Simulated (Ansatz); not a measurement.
**A Pb vacancy in cubic perovskite CsPbBr3, 39 atoms, charge +1**

Level of theory: DFT, PBEsol, PAW, plane waves in Ansatz.

The input as it was run:

```yaml
crystal:
  lattice:
    - [11.763330, 0.000000, 0.000000]
    - [0.000000, 11.763330, 0.000000]
    - [0.000000, 0.000000, 11.763330]
  atoms:
    - { symbol: Cs, position: [0.001024, 0.998101, 0.997781] }
    - { symbol: Cs, position: [0.000688, 0.998946, 0.498539] }
    - { symbol: Cs, position: [0.998976, 0.500508, 0.000488] }
    - { symbol: Cs, position: [0.000197, 0.497858, 0.503433] }
    - { symbol: Cs, position: [0.500439, 0.003215, 0.001841] }
    - { symbol: Cs, position: [0.499184, 0.998637, 0.502200] }
    - { symbol: Cs, position: [0.499585, 0.502125, 0.999048] }
    - { symbol: Cs, position: [0.499607, 0.500484, 0.500722] }
    - { symbol: Pb, position: [0.251179, 0.249491, 0.747923] }
    - { symbol: Pb, position: [0.249082, 0.753081, 0.249906] }
    - { symbol: Pb, position: [0.251585, 0.747476, 0.750421] }
    - { symbol: Pb, position: [0.750822, 0.251783, 0.249213] }
    - { symbol: Pb, position: [0.751438, 0.250365, 0.751925] }
    - { symbol: Pb, position: [0.747904, 0.746820, 0.250788] }
    - { symbol: Pb, position: [0.749066, 0.750412, 0.749726] }
    - { symbol: Br, position: [0.251340, 0.252203, 0.995650], spin: 0.5 }
    - { symbol: Br, position: [0.252666, 0.251749, 0.499178], spin: 0.5 }
    - { symbol: Br, position: [0.251907, 0.749735, 0.997270] }
    - { symbol: Br, position: [0.250486, 0.751342, 0.501160] }
    - { symbol: Br, position: [0.750894, 0.249609, 0.000965] }
    - { symbol: Br, position: [0.751906, 0.246909, 0.498039] }
    - { symbol: Br, position: [0.750528, 0.750914, 0.000406] }
    - { symbol: Br, position: [0.750581, 0.749055, 0.504218] }
    - { symbol: Br, position: [0.001252, 0.249928, 0.254699], spin: 0.5 }
    - { symbol: Br, position: [0.001476, 0.248326, 0.748540] }
    - { symbol: Br, position: [0.000568, 0.750267, 0.250297] }
    - { symbol: Br, position: [0.003778, 0.749491, 0.751815] }
    - { symbol: Br, position: [0.497821, 0.253150, 0.252638], spin: 0.5 }
    - { symbol: Br, position: [0.500189, 0.248749, 0.752661] }
    - { symbol: Br, position: [0.500095, 0.752244, 0.247876] }
    - { symbol: Br, position: [0.497430, 0.748010, 0.749314] }
    - { symbol: Br, position: [0.252161, 0.000729, 0.249393], spin: 0.5 }
    - { symbol: Br, position: [0.252164, 0.999935, 0.748744] }
    - { symbol: Br, position: [0.249446, 0.501098, 0.248355], spin: 0.5 }
    - { symbol: Br, position: [0.251740, 0.500630, 0.748544] }
    - { symbol: Br, position: [0.748126, 0.000585, 0.250475] }
    - { symbol: Br, position: [0.749836, 0.999208, 0.751078] }
    - { symbol: Br, position: [0.751734, 0.503974, 0.250644] }
    - { symbol: Br, position: [0.747080, 0.498281, 0.749040] }
  symmetry: { detect: false }
kpoints:
  mp_grid: { grid: [1, 1, 1], shift: [0.25, 0.25, 0.25] }
hamiltonian:
  xc: pbesol
total_charge: 1
magnetization:
  spin_polarized: true
scf:
  occupations: { method: fermi_dirac, width: 0.01 }
relax:
  f_tol: 0.03
  max_steps: 80
  escape_saddle: false
  adjacent_minimum: "off"
output:
  forces: true
  eigenvalues: true
  populations: true
  charged_corrections: { epsilon: 20 }
```

Command:

```sh
ansatz run in.yaml --threads 4 --pin off --max-ram 42750MiB --runs-dir r --events-out ev --progress --plain --backend cuda --devices 0, --max-vram 37GiB
```

Output (machine lines and repeated set-up lines are left out; […] marks rows cut from tables):

```
Pseudopotentials: kind: paw
Functional definition: PBEsol
  exchange = pbesol_x
  correlation = pbesol_c
Crystal: 39 atoms, lattice volume = 1627.762 Å³
Basis set: ecut = 420 eV, 31799 PW (Γ), exchange–correlation on 160×160×160 points (8 copies of the dense FFT grid, shifted against one another)
Bands: 209, of which v1, the nominal top of the filled ones, is band 169 counted from 1 (168 counted from 0)
Symmetry: 1 space group operations
k-points: 1
Non-local potential: Cs, projectors of the file, l = 0: 3, l = 1: 2, l = 2: 2, l = 3: 2
Non-local potential: Pb, projectors of the file, l = 0: 2, l = 1: 2, l = 2: 2, l = 3: 2
Non-local potential: Br, projectors of the file, l = 0: 2, l = 1: 2, l = 2: 2
PAW form: soft (Blöchl's): semilocal exchange-correlation on the pseudo side does not see the compensation charge
PAW frozen core: Cs, regenerated for the run's functional, and the local potential with it (the file was generated under x = pbe(κ = 0.804, μ = 0.2195149727645171), c = pbe(β = 0.06672455060314922))
PAW frozen core: Pb, regenerated for the run's functional, and the local potential with it (the file was generated under x = pbe(κ = 0.804, μ = 0.2195149727645171), c = pbe(β = 0.06672455060314922))
PAW frozen core: Br, regenerated for the run's functional, and the local potential with it (the file was generated under x = pbe(κ = 0.804, μ = 0.2195149727645171), c = pbe(β = 0.06672455060314922))
PAW one-centre angular grid: Cs, 194 points (default); XC on 64 Gauss nodes
PAW one-centre angular grid: Pb, 590 points (default); XC on 64 Gauss nodes
PAW one-centre angular grid: Br, 110 points (default); XC on 64 Gauss nodes
Initial density: superposition of atomic densities (chi_scale 0.1, normalization cell, long waves kept (reshape's long-wave potential 0.02 eV rms))
Starting moments: Σ|m| = 3 μB on 6 of 39 sites
Initial wavefunctions: pseudopotential atomic-orbital guess
Functional: x = pbesol(κ = 0.804, μ = 0.12345679012345678), c = pbesol(β = 0.046)
SCF iter   1: F=—  HF=-192705.840307 eV  |F-HF|=—  |Δ(HF+E_count)|=         —  Δρ=1.07e-2 (↑1.04e-2 ↓1.07e-2)  dr2=2.12e1  dr2_m=1.60e-1  M=1.213 μB ∫|m|=1.449 μB  β_m=0.30  ethr=3.10e-3  ⟨swp⟩=9.0  Hψ=2164  notcnv=0  defer=24
preconditioner: auto → Resta (q_TF=auto, 2.098 Å⁻¹)  ε∞=2.9  [insulator: Δε(μ)=0.025 eV  Ē_g=11.963 eV  σ=0.010 eV  W_gap=0.55  n_scr=250 (ndim 8)  ℏωp=16.5 eV  f_vac=0.011  D(μ)=43.85/eV (n_scr^D=304)  ε∞_Penn≈2.9]
spin=Collinear: Resta preconditioning applied to the charge; magnetization (m = ρ↑ − ρ↓) channel mixes plain (no charge-response kernel on spin).
SCF iter   2: F=—  HF=-192701.019091 eV  |F-HF|=—  |Δ(HF+E_count)|=    4.82e0  Δρ=8.14e-3 (↑7.02e-3 ↓8.14e-3)  dr2=1.14e1  dr2_m=7.74e-2  M=2.760 μB ∫|m|=2.940 μB  β_m=0.30  ethr=3.10e-3  ⟨swp⟩=3.0  Hψ=498  notcnv=0  defer=60
SCF iter   3: F=—  HF=-192696.009806 eV  |F-HF|=—  |Δ(HF+E_count)|=    5.01e0  Δρ=4.53e-3 (↑2.93e-3 ↓4.53e-3)  dr2=3.16e0  dr2_m=6.24e-2  M=1.080 μB ∫|m|=1.430 μB  β_m=0.30  ethr=3.10e-3  ⟨swp⟩=5.5  Hψ=1218  notcnv=0  defer=60
SCF iter   4: F=—  HF=-192695.427340 eV  |F-HF|=—  |Δ(HF+E_count)|=   5.82e-1  Δρ=2.83e-3 (↑2.74e-3 ↓2.83e-3)  dr2=6.43e-1  dr2_m=2.49e-2  M=2.435 μB ∫|m|=2.571 μB  β_m=0.30  ethr=9.36e-4  ⟨swp⟩=3.0  Hψ=729  notcnv=0  defer=60
[…]
Mixer restart at iter 6: flushing history
spin-set hold released at iteration 6 (site moments contracting): the magnetisation degrees of freedom join the quasi-Newton model from the next iteration; the mixer history was flushed
[…]
SCF 1 converged in 13 iterations: F = -192695.368572 eV  dr2 = 3.85e-7
  greatest PAW one-centre occupation: 0.982 electrons in one spin orbital (limit 2), on the Pb atom at site 8 (counted from 0), in its partial waves of l = 2
relax step   1: F+E_penalty+E_count = -192695.36857218 eV  Δ(F+E_penalty+E_count) = +0.000e0 eV  max|allowed force component| = 5.925e-1 eV/Å  Δτ_max = 0.0000 Å  (13 SCF iters, dr2 threshold 2.25e-5 eV, accepted)
Initial density: handed on by an earlier stage of this run
Starting moments: Σ|m| = 3 μB on 6 of 39 sites; this step starts from the density that it was given
Initial wavefunctions: those handed on with the density
[…]
preconditioner: auto → Resta (q_TF=auto, 2.098 Å⁻¹)  ε∞=2.7  [insulator: Δε(μ)=0.112 eV  Ē_g=12.480 eV  σ=0.010 eV  W_gap=0.99  n_scr=250 (ndim 8)  ℏωp=16.5 eV  f_vac=0.053  D(μ)=0.75/eV (n_scr^D=0)  ε∞_Penn≈2.7]
spin=Collinear: Resta preconditioning applied to the charge; magnetization (m = ρ↑ − ρ↓) channel mixes plain (no charge-response kernel on spin).
[…]
relax step   2: F+E_penalty+E_count = -192695.63007962 eV  Δ(F+E_penalty+E_count) = -2.615e-1 eV  max|allowed force component| = 3.644e-1 eV/Å  Δτ_max = 0.0868 Å  (6 SCF iters, dr2 threshold 2.19e-5 eV, accepted)
preconditioner: auto → Resta (q_TF=auto, 2.098 Å⁻¹)  ε∞=2.7  [insulator: Δε(μ)=0.117 eV  Ē_g=12.527 eV  σ=0.010 eV  W_gap=0.99  n_scr=250 (ndim 8)  ℏωp=16.5 eV  f_vac=0.061  D(μ)=0.65/eV (n_scr^D=0)  ε∞_Penn≈2.7]
spin=Collinear: Resta preconditioning applied to the charge; magnetization (m = ρ↑ − ρ↓) channel mixes plain (no charge-response kernel on spin).
relax step   3: F+E_penalty+E_count = -192695.70851067 eV  Δ(F+E_penalty+E_count) = -7.843e-2 eV  max|allowed force component| = 2.288e-1 eV/Å  Δτ_max = 0.1325 Å  (7 SCF iters, dr2 threshold 8.30e-6 eV, accepted)
preconditioner: auto → Resta (q_TF=auto, 2.098 Å⁻¹)  ε∞=2.7  [insulator: Δε(μ)=0.119 eV  Ē_g=12.509 eV  σ=0.010 eV  W_gap=0.99  n_scr=250 (ndim 8)  ℏωp=16.5 eV  f_vac=0.060  D(μ)=0.61/eV (n_scr^D=0)  ε∞_Penn≈2.7]
spin=Collinear: Resta preconditioning applied to the charge; magnetization (m = ρ↑ − ρ↓) channel mixes plain (no charge-response kernel on spin).
relax step   4: F+E_penalty+E_count = -192695.73663884 eV  Δ(F+E_penalty+E_count) = -2.813e-2 eV  max|allowed force component| = 2.420e-2 eV/Å  Δτ_max = 0.0460 Å  (6 SCF iters, dr2 threshold 1.98e-5 eV, accepted)
preconditioner: auto → Resta (q_TF=auto, 2.098 Å⁻¹)  ε∞=2.7  [insulator: Δε(μ)=0.128 eV  Ē_g=12.506 eV  σ=0.010 eV  W_gap=1.00  n_scr=250 (ndim 8)  ℏωp=16.5 eV  f_vac=0.060  D(μ)=0.33/eV (n_scr^D=0)  ε∞_Penn≈2.7]
spin=Collinear: Resta preconditioning applied to the charge; magnetization (m = ρ↑ − ρ↓) channel mixes plain (no charge-response kernel on spin).
relax step   5: F+E_penalty+E_count = -192695.73663924 eV  Δ(F+E_penalty+E_count) = -3.917e-7 eV  max|allowed force component| = 2.419e-2 eV/Å  Δτ_max = 0.0000 Å  (3 SCF iters, accepted)
preconditioner: auto → Resta (q_TF=auto, 2.098 Å⁻¹)  ε∞=2.7  [insulator: Δε(μ)=0.098 eV  Ē_g=12.507 eV  σ=0.010 eV  W_gap=0.98  n_scr=250 (ndim 8)  ℏωp=16.5 eV  f_vac=0.060  D(μ)=2.11/eV (n_scr^D=0)  ε∞_Penn≈2.7]
spin=Collinear: Resta preconditioning applied to the charge; magnetization (m = ρ↑ − ρ↓) channel mixes plain (no charge-response kernel on spin).
relax step   6: F+E_penalty+E_count = -192695.74630768 eV  Δ(F+E_penalty+E_count) = -9.668e-3 eV  max|allowed force component| = 1.777e-2 eV/Å  Δτ_max = 0.0400 Å  (8 SCF iters, accepted)
preconditioner: auto → Resta (q_TF=auto, 2.098 Å⁻¹)  ε∞=2.7  [insulator: Δε(μ)=0.193 eV  Ē_g=12.467 eV  σ=0.010 eV  W_gap=0.53  n_scr=250 (ndim 8)  ℏωp=16.5 eV  f_vac=0.063  D(μ)=59.35/eV (n_scr^D=460)  ε∞_Penn≈2.7]
spin=Collinear: Resta preconditioning applied to the charge; magnetization (m = ρ↑ − ρ↓) channel mixes plain (no charge-response kernel on spin).
[…]
SCF 7 converged in 11 iterations: F = -192695.755862 eV  dr2 = 4.26e-9
  greatest PAW one-centre occupation: 0.983 electrons in one spin orbital (limit 2), on the Pb atom at site 11 (counted from 0), in its partial waves of l = 2
relax step   7: F+E_penalty+E_count = -192695.75586153 eV  Δ(F+E_penalty+E_count) = -9.554e-3 eV  max|allowed force component| = 1.677e-2 eV/Å  Δτ_max = 0.1073 Å  (11 SCF iters, accepted)
[…]
preconditioner: auto → Resta (q_TF=auto, 2.098 Å⁻¹)  ε∞=2.7  [insulator: Δε(μ)=0.115 eV  Ē_g=12.500 eV  σ=0.010 eV  W_gap=0.99  n_scr=250 (ndim 8)  ℏωp=16.5 eV  f_vac=0.064  D(μ)=0.76/eV (n_scr^D=0)  ε∞_Penn≈2.7]
spin=Collinear: Resta preconditioning applied to the charge; magnetization (m = ρ↑ − ρ↓) channel mixes plain (no charge-response kernel on spin).
[…]
SCF iter   4: F=—  HF=-192695.758581 eV  |F-HF|=—  |Δ(HF+E_count)|=   3.67e-4  Δρ=1.69e-5 (↑1.47e-5 ↓1.69e-5)  dr2=2.08e-5  dr2_m=2.80e-7  M=2.989 μB ∫|m|=3.207 μB  β_m=0.73  ethr=9.70e-8  ⟨swp⟩=2.5  Hψ=552  notcnv=0  defer=60
SCF iter   5: F=—  HF=-192695.757966 eV  |F-HF|=—  |Δ(HF+E_count)|=   6.15e-4  Δρ=3.45e-6 (↑3.16e-6 ↓3.45e-6)  dr2=1.38e-6  dr2_m=9.13e-9  M=2.989 μB ∫|m|=3.207 μB  β_m=0.76  ethr=6.17e-9  ⟨swp⟩=2.0  Hψ=683  notcnv=0  defer=60
SCF iter   6: F=—  HF=-192695.757967 eV  |F-HF|=—  |Δ(HF+E_count)|=   7.49e-7  Δρ=1.57e-6 (↑1.30e-6 ↓1.57e-6)  dr2=2.36e-7  dr2_m=1.86e-9  M=2.989 μB ∫|m|=3.207 μB  β_m=0.79  ethr=4.11e-10  ⟨swp⟩=2.0  Hψ=549  notcnv=0  defer=60
SCF iter   7: F=-192695.757967 eV  HF=-192695.757967 eV  |F-HF|=2.24e-8  |Δ(HF+E_count)|=   2.12e-7  Δρ=3.91e-7 (↑3.15e-7 ↓3.91e-7)  dr2=1.18e-8  dr2_m=1.88e-10  M=2.989 μB ∫|m|=3.207 μB  ethr=2.97e-11  ⟨swp⟩=13.0  Hψ=2012  notcnv=0
SCF 8 converged in 7 iterations: F = -192695.757967 eV  dr2 = 1.18e-8
  greatest PAW one-centre occupation: 0.983 electrons in one spin orbital (limit 2), on the Pb atom at site 8 (counted from 0), in its partial waves of l = 2
relax step   8: F+E_penalty+E_count = -192695.75796742 eV  Δ(F+E_penalty+E_count) = -2.106e-3 eV  max|allowed force component| = 1.303e-2 eV/Å  Δτ_max = 0.0312 Å  (7 SCF iters, accepted)
SCF converged after 7 iterations
Magnetization: 2.9893 μB (169.9946 up, 167.0054 down)
Absolute magnetization: 3.0738 μB (∫|ρ↑−ρ↓|, with the PAW one-centre terms)
Spin contamination: 0.0021 ħ² per cell (⟨S²⟩ above its minimum at these occupations)
Per-site moments (μB) at R_I (Å): [(-0.0002840791065714808, 1.629760008818202), (-0.00032224182072782665, 1.6218428491816717), (-0.00032710665217747654, 1.6375600496792586), (-0.00032767235517897146, 1.6359605839180775), (-0.00032519874288256716, 1.62079940759948), (-0.0003225431526694827, 1.6311838352109505), (-0.0003266681061040699, 1.635926440733066), (-0.0002798979526405264, 1.6154225515790326
Free energy (F): -192695.757967 eV
Harris-Foulkes:  -192695.757967 eV  (|F-HF|=2.24e-8)
Internal energy: -192695.757244 eV  (E = F + TS)
E sigma→0 (E₀):  -192695.757606 eV
Entropy (-TS):   -0.000724 eV (-0.019 meV/atom)
Fermi energy:    2.350734 eV
--- Per-component energies (eV) ---
  E_band       = -1969.985552
  E_kinetic    = 6327.849312
  E_local      = -20442.907607  (includes V_loc(G=0)·N_el)
  E_nonlocal   = 4407.504294
  E_hartree    = 7467.132574
  E_xc         = -9174.069961
  E_vxc        = -4406.757492  (∫ρ·V_xc dr)
  E_paw        = -164520.667630  (= ΣΔE_a)
  E_vpaw       = -2789.938355  (= ΣTr[D̂ρ^β])
  E_aug_tail   = 0.000312  (compensation charges beyond the density's cutoff)
  E_ewald      = -16764.401122
  E_core_change = 3.802585  (= ΣΔE_core)
  E_smearing   = -0.000724  (= −TS)
  E_closure    = -0.000000  (closes the sum)
  E_deformation_potential = 9.220610  (in the stress; not in F)
  Σ components = -192695.757967   (vs F -192695.757967, Δ=0.00e0)
--- Forces (eV/Å), atoms counted from 1 ---
  atom   1  Cs    -0.00604899    -0.00589031    -0.00526158
  atom   2  Cs     0.00313347     0.00001690     0.00711928
  atom   3  Cs     0.00126776     0.00649785     0.00203198
  atom   4  Cs    -0.00624307    -0.00282402    -0.00275633
  atom   5  Cs     0.00502858     0.00452857     0.00129422
  atom   6  Cs    -0.00166948    -0.00550830    -0.00410862
  atom   7  Cs    -0.00266820    -0.00152213    -0.00598677
  atom   8  Cs     0.00636859     0.00698687     0.00764924
  atom   9  Pb     0.00062756     0.00022267     0.00065602
  atom  10  Pb    -0.00105377    -0.00007088    -0.00095975
  atom  11  Pb     0.00147196    -0.00071648    -0.00001706
  atom  12  Pb     0.00382020     0.00242629     0.00127730
  atom  13  Pb     0.00103909     0.00096519     0.00247192
  atom  14  Pb    -0.00143421    -0.00388869    -0.00016379
  atom  15  Pb    -0.00232765     0.00180667    -0.00445573
  atom  16  Br    -0.00160884    -0.00105260    -0.00542028
  atom  17  Br     0.00228590     0.00139397     0.00530046
  atom  18  Br     0.00217602    -0.00308877     0.00450700
  atom  19  Br    -0.00212011     0.00245022    -0.00387526
  atom  20  Br    -0.00160339     0.00326296     0.00298952
  atom  21  Br     0.00070316    -0.00328879    -0.00680153
  atom  22  Br    -0.00007575    -0.00219518    -0.00888887
  atom  23  Br     0.00089488     0.00186393     0.01302685
  atom  24  Br    -0.00856456    -0.00262808     0.00008266
  atom  25  Br     0.00401556    -0.00009056    -0.00380843
  atom  26  Br     0.00509819    -0.00008903    -0.00134526
  atom  27  Br    -0.00853431     0.00202943     0.00387576
  atom  28  Br     0.00483621     0.00161757     0.00076493
  atom  29  Br    -0.00561384     0.00038667     0.00327120
  atom  30  Br    -0.00332276     0.00025296     0.00239220
  atom  31  Br     0.00888195    -0.00274453    -0.00365824
  atom  32  Br     0.00034598    -0.00588813    -0.00156695
  atom  33  Br     0.00085851     0.00484577    -0.00086980
  atom  34  Br     0.00019994     0.00580483     0.00233700
  atom  35  Br     0.00043211    -0.00444308     0.00032751
  atom  36  Br    -0.00413243     0.00381428    -0.00401304
  atom  37  Br     0.00155443    -0.01045530     0.00513571
  atom  38  Br     0.00316490    -0.00247340     0.00321717
  atom  39  Br    -0.00118365     0.00769099    -0.00577439
  max |Σ_I F_I| component: 6.32e-6 eV/Å
--- Charged-cell corrections in eV (Makov–Payne, q = +1.000 e, ε = 20.000) ---
  F (periodic)     = -192695.757967  (uncorrected; the corrections below are reported, never added to it)
  E_corr1          = +0.086829  (monopole, q²α_M/2εL)
  F Makov-Payne    = -192695.671138  (F + E_corr1; no measured alignment; for a localised charge, not one spread in a band: unchecked)
--- Band table (eV) ---
  k-point 0 ↑: bands = ["-17.9691", "-17.9682", "-17.9652", "-17.9629", "-17.9619", "-17.9608", "-17.9455", "-17.9432", "-13.8586", "-13.8542", "-13.8537", "-13.8459", "-13.8456", "-13.8448", "-13.7555", "-13.7552", "-13.7485", "-13.7355", "-13.7353", "-13.7348", "-13.7275", "-13.7270", "-13.7268", "-13.6949", "-13.6944", "-13.6943", "-13.6926", "-13.6920", "-13.6920", "-13.6583", "-13.6581", "-13 …
  k-point 0 ↓: bands = ["-17.9693", "-17.9684", "-17.9653", "-17.9630", "-17.9621", "-17.9609", "-17.9457", "-17.9433", "-13.8067", "-13.8007", "-13.8002", "-13.7879", "-13.7876", "-13.7856", "-13.7276", "-13.7274", "-13.7195", "-13.7140", "-13.7137", "-13.7135", "-13.6685", "-13.6681", "-13.6679", "-13.6360", "-13.6358", "-13.6355", "-13.6346", "-13.6342", "-13.6341", "-13.6340", "-13.6338", "-13 …
--- Relaxed structure (8 steps of the walk, 8 accepted, 0 SCFs on fresh bases) ---
  F+E_penalty+E_count = -192695.75796742 eV   max|allowed force component| = 1.303e-2 eV/Å
  atoms:
    - { symbol: Cs, position: [0.006845644145385864, 1.0049044722056664, 1.0057447971078295] }
    - { symbol: Cs, position: [0.013005192001007755, 1.0128511858324536, 0.48676395290681806] }
    - { symbol: Cs, position: [1.012633199082668, 0.4900772679930365, 0.014465568490503506] }
    - { symbol: Cs, position: [0.011037364172077018, 0.4846298229152875, 0.4876774465501957] }
    - { symbol: Cs, position: [0.4884016085370273, 0.016325796924661545, 0.015719027013164272] }
    - { symbol: Cs, position: [0.4872555725995727, 1.0109622830098592, 0.48774157165926324] }
    - { symbol: Cs, position: [0.4863029149075287, 0.4886589119417918, 1.0105327355489984] }
    - { symbol: Cs, position: [0.4919639245240225, 0.492553160578174, 0.49411883215809166] }
    - { symbol: Pb, position: [0.25020233882217113, 0.24988989098369793, 0.7499277600664115] }
    - { symbol: Pb, position: [0.25063627062075133, 0.7504294623419873, 0.25020835463096863] }
    - { symbol: Pb, position: [0.25063358103715705, 0.7500554677878476, 0.7501144283956726] }
    - { symbol: Pb, position: [0.7504439534774565, 0.2502879084441449, 0.250030364839866] }
    - { symbol: Pb, position: [0.7503632659466763, 0.24990684584773715, 0.7501100109212997] }
    - { symbol: Pb, position: [0.7506086216111197, 0.750293187529158, 0.2503967113504655] }
    - { symbol: Pb, position: [0.750718364811527, 0.7499167045932552, 0.7503895077323749] }
    - { symbol: Br, position: [0.24220021682353626, 0.24397208798010614, 0.9895390345737238] }
    - { symbol: Br, position: [0.25824083017853666, 0.2560212304790626, 0.5101754685934254] }
    - { symbol: Br, position: [0.2517026697937089, 0.7425831078004964, 1.0020142350038064] }
    - { symbol: Br, position: [0.24968474499417095, 0.7582419232960533, 0.4981454130664374] }
    - { symbol: Br, position: [0.7449957340439896, 0.25189074041803516, 0.002102530888943954] }
    - { symbol: Br, position: [0.7554079134122369, 0.24830575902842508, 0.49825884597474024] }
    - { symbol: Br, position: [0.7528140905881091, 0.749891123682219, 0.001807870655710301] }
    - { symbol: Br, position: [0.7503747958324304, 0.750773901613254, 0.49868585354891526] }
    - { symbol: Br, position: [-0.009823906951936634, 0.24209104553662028, 0.24460223534251255] }
    - { symbol: Br, position: [0.002297746896105377, 0.2503949165729993, 0.7402233350003805] }
    - { symbol: Br, position: [0.002474416300969404, 0.7461863662013268, 0.2489107262376584] }
    - { symbol: Br, position: [0.002245735653121541, 0.7518632135231756, 0.7546155005176969] }
    - { symbol: Br, position: [0.5107353344749795, 0.2582321374243769, 0.2554195431371042] }
    - { symbol: Br, position: [0.4984527071823512, 0.24973128014809728, 0.758567720285518] }
    - { symbol: Br, position: [0.49867168183735483, 0.7556157988075816, 0.250264121460197] }
    - { symbol: Br, position: [0.49911845113629644, 0.7465001686591235, 0.7464950720379497] }
    - { symbol: Br, position: [0.24506048787291002, -0.009769604656881477, 0.24303996062313957] }
    - { symbol: Br, position: [0.25069121414696394, 1.0018762101667595, 0.7436440557802447] }
    - { symbol: Br, position: [0.2555422284735833, 0.5107079441383578, 0.2570152746737141] }
    - { symbol: Br, position: [0.25054984109523104, 0.49806990814036517, 0.7558662803902] }
    - { symbol: Br, position: [0.7414237626792016, 0.0021900382497834652, 0.24916913350506426] }
    - { symbol: Br, position: [0.7530378157784936, 1.0015813649498864, 0.7545749106298452] }
    - { symbol: Br, position: [0.7604764965487664, 0.4983080414357021, 0.2516808351000225] }
    - { symbol: Br, position: [0.7485531749127393, 0.4984219274763131, 0.7461939736011238] }
--- Löwdin populations: 39 sites ---
  site symbol       q [e]    m [muB]
     0     Cs      8.2394    -0.0001
     1     Cs      8.2393    -0.0009
[…]
    37     Br      7.3266     0.0611
    38     Br      7.3382     0.0299
  spilling = 0.003041 (of n_electrons = 337.000000)
```

Total energies depend on the potentials used, so only differences within one code and one set of settings carry meaning.

One k point and one spin start were run, so the state needn't be the lowest, and an added charge can sit in a band of the host.

Time: 14 s of wall time on one NVIDIA H100 with 4 processor threads, on a host shared with other runs; peak host memory 1.7 GiB.
